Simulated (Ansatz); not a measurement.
## BePH₄NO₄ — electric field gradients

The cell is a Materials Project structure (computed, not necessarily an observed phase), taken as it stands.

Space group Pna2_1 (No. 33); a = 8.7099, b = 8.5871, c = 4.9265 Å.

```csv
site,Wyckoff,site symmetry,x,y,z
Be,4a,1,0.6735,0.5939,0.6627
H5,4a,1,0.0123,0.7218,0.3451
H9,4a,1,0.5074,0.7094,0.0294
H11,4a,1,0.9020,0.6348,0.1023
H15,4a,1,0.0998,0.6256,0.0890
P,4a,1,0.3153,0.5849,0.6622
N,4a,1,0.0045,0.6913,0.1447
O29,4a,1,0.2328,0.9545,0.9652
O30,4a,1,0.7359,0.4631,0.4494
O31,4a,1,0.7367,0.7642,0.5825
O35,4a,1,0.4886,0.6076,0.6558
```

One atom of each set is listed.

Method: Kohn–Sham DFT in Ansatz, PBE, plane waves and PAW, scalar-relativistic, 420 eV cutoff, Γ-centred 3×3×5 k-points, Fermi–Dirac smearing 0.02 eV.

V_zz is the principal component of the electric field gradient with the largest magnitude, η = (V_xx − V_yy)/V_zz and C_Q = eQV_zz/h.

9Be: I = 3/2, Q = 52.88 mb; ²H: I = 1, Q = 2.858 mb; 14N: I = 1, Q = 20.44 mb; 17O: I = 5/2, Q = -25.58 mb. Nuclear quadrupole moments: year-2017 set (Pyykkö).

```tsv
site	atoms	first shell	V_zz (10²¹ V/m²)	η	C_Q (MHz)
Be	4	4 O at 1.61–1.63 Å; also 1 N at 3.35 Å	0.10	0.44	0.134
H5	4	1 N at 1.02 Å; also 2 O at 2.13–2.28 Å	3.18	0.03	0.219
H9	4	1 N at 1.02 Å; also 1 O at 2.04 Å	3.14	0.00	0.217
H11	4	1 N at 1.04 Å; also 1 O at 1.79 Å	2.63	0.01	0.182
H15	4	1 N at 1.04 Å; also 1 O at 1.76 Å	2.55	0.01	0.176
P	4	4 O at 1.52–1.54 Å	-0.77	0.77	–
N	4	4 H at 1.02–1.04 Å; also 1 Be at 3.35 Å	-0.63	1.00	-0.312
O29	4	1 P at 1.54 Å, 1 Be at 1.63 Å; also 1 H at 1.79 Å	8.98	0.37	-5.55
O30	4	1 P at 1.54 Å, 1 Be at 1.63 Å; also 1 H at 1.76 Å	9.08	0.33	-5.61
O31	4	1 P at 1.52 Å, 1 Be at 1.61 Å, angle 150°	9.81	0.07	-6.07
O35	4	1 P at 1.52 Å, 1 Be at 1.62 Å, angle 168°; also 1 H at 2.04 Å	9.79	0.09	-6.05
```

At H5, H9, H11 and H15 V_zz points along its bond to N (within 2°) in each case. At O31 V_zz runs parallel to the line that joins its two neighbours (within 10°). At O35 V_zz points along the line of its two bonds (within 5°).

P has no stable isotope with a ground-state quadrupole moment in the table, so no C_Q is given.

At this cell the PBE pressure is 6 GPa, so with PBE the cell would grow if it were relaxed. The entry's cell may itself be off. The largest force is 0.7 eV/Å, so the atoms aren't at the calculated equilibrium and relaxing them would move these values. A computed database structure should lie near equilibrium, so this entry is doubtful. The lattice is static: at room temperature ammonium may turn and average the couplings of its hydrogen. Where η is near 1 the sign of V_zz means little.

The run took 48 s of wall time (48 s of CPU time) and 0.89 GiB at its peak, on 1 thread of Intel Xeon 6975P-C (Granite Rapids) (x86_64; 4 cores open to the job, memory cap 2.5 GiB, no GPU), a shared host with a load of 0.5 a core.
